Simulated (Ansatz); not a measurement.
Relaxation of a relaxed Si2Mo cell shaken by Gaussian noise of σ = 0.08 Å a coordinate; 9 atoms in the cell, which starts as P1 (No. 1), aP9; a = b = 4.5846 Å, c = 6.5778 Å, α = β = 90.00°, γ = 120.00°. Method: r2SCAN (plane waves to 500 eV, PAW, scalar-relativistic; Ansatz, a first-principles code). Γ-centred k-mesh 6×6×4 on the run's cell (coarser than for final values), Fermi–Dirac smearing 0.05 eV. This is the first round of the run. 

The optimiser's lines from the output (shortened; P is positive under compression):

```
relax step   1: F+E_penalty+E_count = -18740.48036595 eV  Δ(F+E_penalty+E_count) = +0.000e0 eV  max|allowed force component| = 2.889e0 eV/Å  Δτ_max = 0.0000 Å  P = +2.859 GPa  Ω = 119.736 Å³  (10 SCF iters, dr2 threshold 1.00e-7 eV, accepted)
relax step   2: F+E_penalty+E_count = -18740.98983164 eV  Δ(F+E_penalty+E_count) = -5.095e-1 eV  max|allowed force component| = 1.164e0 eV/Å  Δτ_max = 0.1933 Å  P = +2.798 GPa  Ω = 118.510 Å³  (9 SCF iters, dr2 threshold 9.00e-7 eV, accepted)
relax step   3: F+E_penalty+E_count = -18741.21927307 eV  Δ(F+E_penalty+E_count) = -2.294e-1 eV  max|allowed force component| = 3.219e-2 eV/Å  Δτ_max = 0.0759 Å  P = -0.490 GPa  Ω = 120.009 Å³  (9 SCF iters, dr2 threshold 9.00e-7 eV, accepted)
relax step   4: F+E_penalty+E_count = -18741.22030797 eV  Δ(F+E_penalty+E_count) = -1.035e-3 eV  max|allowed force component| = 7.417e-3 eV/Å  Δτ_max = 0.0047 Å  P = +0.042 GPa  Ω = 119.711 Å³  (5 SCF iters, dr2 threshold 9.00e-7 eV, accepted)
relax step   5: F+E_penalty+E_count = -18741.22034648 eV  Δ(F+E_penalty+E_count) = -3.851e-5 eV  max|allowed force component| = 2.943e-4 eV/Å  Δτ_max = 0.0007 Å  P = +0.002 GPa  Ω = 119.734 Å³  (5 SCF iters, dr2 threshold 7.61e-8 eV, accepted)
relax step   6: F+E_penalty+E_count = -18741.22034648 eV  Δ(F+E_penalty+E_count) = -1.302e-9 eV  max|allowed force component| = 2.948e-4 eV/Å  Δτ_max = 0.0000 Å  P = +0.002 GPa  Ω = 119.734 Å³  stress off target by 5.67e-3 GPa  SCF on the basis re-selected at this cell (its energy is not comparable with the rows above)  (5 SCF iters)
```

From the first to the last row the energy changes by -0.08 eV/atom and the volume by 0.0 %. The last row is marked as not comparable with the walk above it, whose basis was carried along; it does compare with step 1, since both stand on a basis selected at the nominal cutoff for their own cell.

Later rounds, restarted from the end of this one on a renewed k-mesh, logged 2 more steps and released under 0.01 eV/atom more. The final structure after all rounds: P6₂22 (No. 180), hP9, AFLOW prototype AB2_hP9_180_d_j (C40, as in CrSi2); a = b = 4.585 Å, c = 6.577 Å, α = β = 90.00°, γ = 120.00°. No spin polarisation in the result.

The first start was generated by placing the elements on the sites of a structure type. Materials Project lists a structure of Si2Mo in the same space group, P6₂22 (No. 180); the sites were not compared with it, nor with measured phases. Known forms of Si2Mo include space group No. 139.
